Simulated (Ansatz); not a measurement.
## LaBRh3 squeezed and stretched

A database entry relaxed whole under r2SCAN (Pm-3m):

```
La B Rh
1.0
     4.25904    0.00000    0.00000
     0.00000    4.25904    0.00000
     0.00000    0.00000    4.25904
La B Rh
1 1 3
Direct
  0.00000 0.00000 0.00000
  0.50000 0.50000 0.50000
  0.00000 0.50000 0.50000
  0.50000 0.00000 0.50000
  0.50000 0.50000 0.00000
```

The cell was scaled uniformly, its shape held, and the atoms relaxed at each volume with plane-wave PAW DFT (Ansatz 0.2.0; r2SCAN, 500 eV, 8×8×8 Γ-centred mesh, fermi-dirac occupations of width 0.100 eV; no spin, no spin-orbit coupling). One row is withheld.

```tsv
volume (Å³/atom)	energy over the lowest (meV/atom)	pressure (GPa)
14.524	33.6	12.56
14.833	?	?
15.142	3.3	3.71
15.451	0.0	-0.02
15.760	3.6	-3.36
16.069	13.2	-6.35
16.378	28.3	-9.02
```

Task: Fit the pressures of the other rows to the third-order Birch-Murnaghan form.

Result: With f = [(V₀/V)^(2/3) − 1]/2 and P = 3B₀f(1 + 2f)^(5/2)[1 + 3(B₀′ − 4)f/2], least squares gives V₀ = 15.45 Å³ an atom, B₀ = 176 GPa and B₀′ = 4.6; the rows miss the fit by less than 0.01 GPa. The slope of the energies differs from these pressures by 0.13 GPa, since they are taken to zero smearing while pressures follow the free energy.

Task: What does the withheld row hold?

Result: The fit gives 7.88 GPa at 14.833 Å³; the run gave 7.88 GPa and 14.2 meV an atom.

Caveats: the shape of the cell was held; 0 K, fixed nuclei; the symmetry was kept, and this need not be the phase that is stable at 0 K; one mesh for all volumes; pressure is positive in compression.
